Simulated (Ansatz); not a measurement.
Starting cell, Os (fcc, Cu type):

```
Os
1.0
    0.00000     3.80249     3.80249
    1.90125     1.90125     3.80249
    1.90125     1.90125     0.00000
Os
2
Direct
  0.00000   0.00000   0.00000
  0.50000   0.00000   0.00000
```

A phonon eigenvector at X = (0.5, 0.5, 0.0) is frozen into this cell: atom i moves by Q times the vector below, so Q is the largest atomic displacement, in Å. The cell is held. It is one choice among 2 degenerate patterns. (q is in reciprocal vectors of the primitive cell; the cell shown is doubled to hold the pattern.)

```json
[
 {"atom": "Os1", "x": "0.000", "y": "1.000", "z": "0.000"},
 {"atom": "Os2", "x": "0.000", "y": "-1.000", "z": "0.000"}
]
```

These are LDA (plane waves to 420 eV, PAW, scalar-relativistic; Ansatz, a program for electronic structure) values and carry that method's errors. k mesh 21×21×21 (Γ-centred), Fermi-Dirac smearing 0.05 eV. With partly filled bands, energies and forces of such displacements shift with the k mesh and the smearing. Os is run without spin polarisation. Os was relaxed with its symmetry unable to fall. Spin-orbit coupling is left out, though Os is heavy. This is one of several known forms of Os; the measured ambient cells at hand have space group No. 194. 

```json
[
 {"Q (Å)": "-0.180", "−dE/dQ from forces (eV/Å)": "5.329"},
 {"Q (Å)": "-0.150", "−dE/dQ from forces (eV/Å)": "4.091"},
 {"Q (Å)": "-0.120", "−dE/dQ from forces (eV/Å)": "3.047"},
 {"Q (Å)": "-0.090", "−dE/dQ from forces (eV/Å)": "2.130"},
 {"Q (Å)": "-0.060", "−dE/dQ from forces (eV/Å)": "1.413"},
 {"Q (Å)": "-0.030", "−dE/dQ from forces (eV/Å)": "0.697"},
 {"Q (Å)": "0.000", "−dE/dQ from forces (eV/Å)": "0.000"},
 {"Q (Å)": "0.030", "−dE/dQ from forces (eV/Å)": "-0.697"},
 {"Q (Å)": "0.060", "−dE/dQ from forces (eV/Å)": "-1.413"},
 {"Q (Å)": "0.090", "−dE/dQ from forces (eV/Å)": "-2.130"},
 {"Q (Å)": "0.120", "−dE/dQ from forces (eV/Å)": "-3.047"},
 {"Q (Å)": "0.150", "−dE/dQ from forces (eV/Å)": "-4.091"},
 {"Q (Å)": "0.180", "−dE/dQ from forces (eV/Å)": "-5.329"}
]
```

### Question
What harmonic wavenumber does the curvature at Q = 0 give?

### Answer
129 cm⁻¹. E″ = 23.11 eV/Å², M = Σ mᵢ|uᵢ|² = 380.5 u, ν̃ = 521.5·√(|E″|/M).

(For displaced atoms, the force is minus the slope of the energy, and its curvature is a force constant, which sets phonon frequencies.)
